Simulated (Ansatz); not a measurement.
Phases of Cs at 2.9 GPa

Structure types of Cs are relaxed in primitive cells with their symmetry kept at 2.9 GPa, on PAW files; LAPW relaxes the small cells further and takes the PAW cell for the others (marked *). The enthalpy is E + pV at zero temperature, without zero-point motion. Only the types listed were tried, and differences under about 5 meV/atom are mesh noise. The real phase may be another.

Computed with Ansatz 0.2.0; functional PBEsol, scalar-relativistic. Settings: Fermi–Dirac smearing of 0.05 eV, no spin polarisation. Methods: LAPW: all electrons, basis error target 0.5 meV/atom; PAW: frozen-core files, cutoff 420 eV.

k meshes: fcc 11×11×11, bcc 11×11×11, hcp 10×10×6, simple hexagonal 11×11×10, sc 10×10×10, dhcp 8×8×3.

Spin–orbit coupling is left out, which matters for the heavy atoms. The PAW files were made under PBE.

Question: Which type is lowest in enthalpy, and by how much?

Answer: dhcp, 4 meV/atom below fcc, which is within the noise of the k meshes. The whole table:

```tsv
start type	ends as	a, b, c (Å)	V (Å³/atom)	H − H(lowest), LAPW (meV/atom)	same, PAW
fcc	fcc, Fm-3m	6.117, 6.117, 6.117	57.22	4.3	4.3
bcc	bcc, Im-3m	4.882, 4.882, 4.882	58.18	16.5	16.5
hcp	hcp, P6_3/mmc	4.350, 4.350, 7.125	58.37	5.6	5.5
simple hexagonal	simple hexagonal, P6/mmm	4.008, 4.008, 3.631	50.52	30.3	30.2
sc	sc, Pm-3m	3.617, 3.617, 3.617	47.31	51.0	50.9
dhcp*	dhcp, P6_3/mmc	4.332, 4.332, 14.129	57.41	0.0	0.0
```
